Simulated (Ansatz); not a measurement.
ScF3:
```
CELL_PARAMETERS angstrom
      3.97296     0.00000     0.00000
      0.00000     3.97296     0.00000
      0.00000     0.00000     3.97296
ATOMIC_POSITIONS crystal
  Sc 0.00000 0.00000 0.00000
  F  0.00000 0.00000 0.50000
  F  0.50000 0.00000 0.00000
  F  0.00000 0.50000 0.00000
```

Tensor components refer to the Cartesian frame of this cell.

Q: Give the high-frequency dielectric tensor and the Born effective charge tensors of the independent atoms from DFPT, LDA in the plane-wave PAW code Ansatz.

A: 
ε∞:
```
2.28  0.00  0.00
0.00  2.28  0.00
0.00  0.00  2.28
```
Z* of atom 1 (Sc), rows: field, columns: displacement, in e:
```
3.98  0.00  0.00
0.00  3.98  0.00
0.00  0.00  3.98
```
Z* of atom 2 (F), rows: field, columns: displacement, in e:
```
-0.64   0.00   0.00
 0.00  -0.64   0.00
 0.00   0.00  -2.70
```

Space group Pm-3m (ReO3 type). The workflow started from a Materials Project entry (that database holds measured and hypothetical structures alike); the Crystallography Open Database files this formula in space group No. 221, but the cells were not matched. Whether it is the stable phase at ambient conditions was not checked. The LDA relaxation kept the symmetry of its start; phonons show weakly imaginary modes. The run is not spin-polarised.

Potentials: the later of the program's two PAW sets.
